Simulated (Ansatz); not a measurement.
Ag3SI (anti-perovskite, Pm-3m), a = 4.8688 Å, b = 4.8688 Å, c = 4.8688 Å, α = 90.00°, β = 90.00°, γ = 90.00°.

Relaxed with PBEsol. DFT-PBEsol in the program Ansatz with PAW potentials gives a gap of 0.71 eV.

Task: What gap does HSE06 give on the same cell (Ansatz, PAW)?

Result: 1.83 eV, 1.12 eV more. The hybrid was solved on a coarser mesh and at special points; the gap given is the minimum over both.

```tsv
k	v1 PBEsol	c1 PBEsol	v1 HSE06	c1 HSE06
Γ	-1.74	0.71	-1.76	1.83
R	-1.09	4.90	[?]	[?]
M	0.00	0.88	[?]	[?]
X	-1.27	2.53	[?]	[?]
```

Task: Top valence (v1) and lowest conduction level (c1) in eV from each method's valence maximum (which need not be a listed point): supply the withheld HSE06 values.

Result: 
- X, v1 HSE06: -1.41
- X, c1 HSE06: 3.91
- M, v1 HSE06: 0.00
- M, c1 HSE06: 2.11
- R, v1 HSE06: -1.19
- R, c1 HSE06: 6.08

Cost on shared cores: the PBEsol run (SCF on a 6×6×6 mesh, then bands and DOS) roughly 40 core-seconds, the HSE06 run (SCF on 4×4×4, then a few points) very roughly 2.5 core-minutes; the tasks are unlike.

The workflow started from an entry of the Crystallography Open Database (COD), which files this formula under 2 space groups. Its standing as an ambient phase is unchecked. The cell was relaxed with PBEsol under the symmetry of its start; whether a distortion lowers the energy is not shown. The run is not spin-polarised. Scalar-relativistic: spin–orbit coupling is off unless named, which matters more the heavier the elements.

Potentials: the later of the program's two PAW sets.
